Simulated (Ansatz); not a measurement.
Relaxed-ion elastic tensor of Bi in space group Pm-3m (No. 221; Bi on 1b) in GPa (Voigt order), DFT-r²SCAN in the program Ansatz with PAW potentials; density 10.08 g/cm³, 34.43 Å³ per atom.

```json
[
 {"": "1", "1": "127", "2": "12.7", "3": "12.7", "4": "0.0", "5": "0.0", "6": "0.0"},
 {"": "2", "1": "12.7", "2": "127", "3": "12.7", "4": "0.0", "5": "0.0", "6": "0.0"},
 {"": "3", "1": "12.7", "2": "12.7", "3": "127", "4": "0.0", "5": "0.0", "6": "0.0"},
 {"": "4", "1": "0.0", "2": "0.0", "3": "0.0", "4": "8.5", "5": "0.0", "6": "0.0"},
 {"": "5", "1": "0.0", "2": "0.0", "3": "0.0", "4": "0.0", "5": "8.5", "6": "0.0"},
 {"": "6", "1": "0.0", "2": "0.0", "3": "0.0", "4": "0.0", "5": "0.0", "6": "8.5"}
]
```

Q: Is the crystal mechanically stable?

A: Yes: the smallest eigenvalue of C is 8.5 GPa.

Q: Work out the Voigt, Reuss and Hill averages.

A: K_V = 50.7, K_R = 50.7, K_H = 50.7; G_V = 27.9, G_R = 13.0, G_H = 20.4 GPa.

Q: Give Young's modulus, Poisson's ratio, Pugh's ratio and the universal anisotropy index.

A: E = 9KG/(3K + G) = 54.1 GPa; ν = 0.32; K/G = 2.48 (ductile by the Pugh limit of 1.75); A_U = 5G_V/G_R + K_V/K_R − 6 = 5.78.

Q: Estimate the sound speeds and the Debye temperature.

A: v_l = √((K + 4G/3)/ρ) = 2780 m/s, v_t = √(G/ρ) = 1420 m/s, mean 1600 m/s; Θ = (h/k)(3n/4πV)^(1/3) v_m = 146 K.

The first step of the workflow began from a Materials Project structure, measured or hypothetical; the Crystallography Open Database copy checked does not list it. It is not the phase usual at ambient conditions (space group No. 166). The r²SCAN relaxation kept the symmetry of its start; whether a distortion lowers the energy is not shown. As this level gives no gap, shear constants depend on the k-mesh and smearing (Fermi–Dirac, 0.1 eV here). Scalar-relativistic: spin–orbit coupling is off unless named, which matters more the heavier the elements.

Potentials: the later of the program's two PAW sets.
